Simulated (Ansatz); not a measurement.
# CaH₁₂Br₂O₆ — coordination and ¹⁷O quadrupole coupling

Cell: a refined structure from the COD whose atoms were relaxed with PBE, the cell held.

```cif
data_CaH12Br2O6
_symmetry_space_group_name_H-M 'P321'
_symmetry_Int_Tables_number 150
_cell_length_a 8.1640
_cell_length_b 8.1640
_cell_length_c 4.0160
_cell_angle_alpha 90.000
_cell_angle_beta 90.000
_cell_angle_gamma 120.000
loop_
_atom_site_label
_atom_site_type_symbol
_atom_site_symmetry_multiplicity
_atom_site_Wyckoff_symbol
_atom_site_fract_x
_atom_site_fract_y
_atom_site_fract_z
Ca Ca 1 a 0.0000 0.0000 0.0000
H2 H 6 g 0.7739 0.1093 0.4796
H8 H 6 g 0.4209 0.0972 0.9053
Br Br 2 d 0.3333 0.6667 0.4113
O16 O 3 f 0.7934 0.0000 0.5000
O19 O 3 e 0.2996 0.0000 0.0000
```

One atom of each set is listed.

Method: Kohn–Sham DFT in Ansatz, PBE, plane waves and PAW, scalar-relativistic, 420 eV cutoff, Γ-centred 4×4×6 k-points, Fermi–Dirac smearing 0.02 eV.

Q(¹⁷O) = -25.58 mb.

Task: Order the O environments from the weakest to the strongest quadrupole coupling.
A. O16: 2 H at 0.99 Å, angle 104°; also 2 Ca at 2.62 Å
B. O19: 2 H at 0.98 Å, angle 106°; also 1 Ca at 2.45 Å

Result: A (8.31 MHz, η = 0.78), B (9.26 MHz, η = 0.70).

At O19 V_zz stands upright on the plane of its two bonds (within 1°).
